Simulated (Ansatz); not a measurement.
## Structures of Fe2B: which is lowest?

Plane-wave DFT in Ansatz with scalar-relativistic PAW potentials, cutoff 420 eV, Γ-centred meshes chosen by cell and gap, Gaussian smearing with energies taken to zero width. Every cell was relaxed (cell and atoms) in a run of its own, within the symmetry of its start. Functional: PBEsol.

Relaxed structures (starts from databases or built by putting these elements on another compound's sites):
A. I4/mcm, 6 atoms in the computed cell, a = 4.983 Å, c = 4.156 Å; sites (symmetry × multiplicity) Fe m.2m × 8, B 422 × 4; start: database
B. P4/mmm, 6 atoms in the computed cell, a = 3.446 Å, c = 2.457 Å; sites (symmetry × multiplicity) Fe mmm. × 2, B 4/mmm × 1; start: database

Task: Rank them by energy. Could pressure change the order?

Result:
| structure | group | E − E(lowest) (meV/atom) | V (Å³/atom) | gap on mesh (eV) |
| --- | --- | --- | --- | --- |
| A | I4/mcm | 0.0 | 8.60 | 0.00 |
| B | P4/mmm | 429 | 9.73 | 0.00 |

A is lowest, 429 meV/atom under B. The lowest is also the densest of these, so pressure wouldn't bring one of the others in at first order. Other structures may lie lower than all of these, and vibrations aren't counted.

Only parallel moments were tried here. Magnetic cells started from one order each; another order can shift an energy by tens of meV per atom.